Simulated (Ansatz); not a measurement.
## MgTe, first-principles data

MgTe:
```
MgTe
1.0
    4.13703     0.00000     0.00000
   -2.06852     3.58278     0.00000
    0.00000     0.00000     6.74182
Mg Te
2 2
Direct
  0.00000   0.00000   0.50000
  0.00000   0.00000   0.00000
  0.33333   0.66667   0.25000
  0.66667   0.33333   0.75000
```

Space group P6_3/mmc (No. 194), NiAs type; conventional cell a = 4.137 Å, b = 4.137 Å, c = 6.742 Å, α = 90.00°, β = 90.00°, γ = 120.00°.

Method: LDA in the plane-wave PAW code Ansatz. Structure relaxed to zero pressure with the same functional. Other levels are named where they apply.

### Cell and energy

* **Volume per atom**: 24.98 Å³
* **Density**: 5.05 g/cm³
* **Formation energy from the elements (no fitted shifts)**: -0.86 eV/atom

### Electronic structure

* **Band gap**: 0.76 eV (indirect)
* **Valence-band maximum**: at Γ
* **Conduction-band minimum**: at K (2 equivalent valleys)
* **Smallest direct gap on the standard path**: 2.02 eV
* **Electron effective mass**: 0.22, 0.32, 0.32 mₑ (principal values)
* **Hole effective mass**: 0.10, 2.1, 2.1 mₑ (principal values)

### Mechanics

* **Bulk modulus (Birch–Murnaghan fit)**: 53.1 GPa
* **Pressure derivative B′**: 4.2
* **Elastic constants (relaxed ions, GPa)**: C11 = 87.1, C12 = 40.1, C13 = 30.6, C33 = 102, C44 = 22.1
* **Mechanical stability**: stable (all eigenvalues of C positive)
* **Hill bulk and shear moduli**: 53.1 and 24.8 GPa
* **Young's modulus**: 64.4 GPa
* **Poisson's ratio**: 0.30
* **Debye temperature from the elastic constants**: 252 K

### Phonons

- Highest zone-centre frequency (without LO–TO term) = 310 cm⁻¹
- Zone-centre stability = no imaginary mode at Γ

The first step of the workflow began from a Materials Project structure, measured or hypothetical; the Crystallography Open Database copy checked does not list it. COD files the formula under space group No. 186. Its standing as an ambient phase is unchecked. The cell was relaxed with LDA under the symmetry of its start. The references are the lowest solids computed at this level, not always the standard phases. Spin–orbit coupling is left out wherever it is not named.

Potentials: the later of the program's two PAW sets.
